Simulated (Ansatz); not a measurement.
**Notes on MgO**

```
Mg O
1.0
     0.00000    2.07551    2.07551
     2.07551    0.00000    2.07551
     2.07551    2.07551    0.00000
Mg O
1 1
Direct
  0.00000 0.00000 0.00000
  0.50000 0.50000 0.50000
```

The numbers come from plane-wave PAW DFT (Ansatz): PBE, no spin polarisation, 420 eV, 11×11×11 Γ-centred k points, gaussian occupations (width 0.0534 eV). Nothing was relaxed.

**Question.** How is the charge shared?

**Answer.** Bader charges in e: Mg +1.71, O -1.71. In the mean Mg gives up most and O takes most.

**Question.** What do density and ELF say about some of the short contacts?

**Answer.** Mg–O at 2.08 Å: least valence density 0.28 e/Å³ and ELF 0.07 there, a closed-shell (ionic or weak) contact. These are pseudo-fields; inside the PAW spheres they differ from the all-electron ones.

**Question.** Is the cell too large or too small?

**Answer.** The pressure is 12.7 GPa (compression positive), so with the atoms held at these fractions the cell would first expand.

**Question.** Is there a gap, and of what kind?

**Answer.** The gap is 5.18 eV, direct at the points sampled.

**Question.** What is the formation energy?

**Answer.** -2.66 eV an atom against the elements' usual phases (free molecules for gases, crystals otherwise, with no correction for O₂ or N₂), so it is bound against them; other compounds may still compete. Relaxing would lower it.

Origin: a database entry at a rescaled volume. Caveats: atoms or cell far from equilibrium.
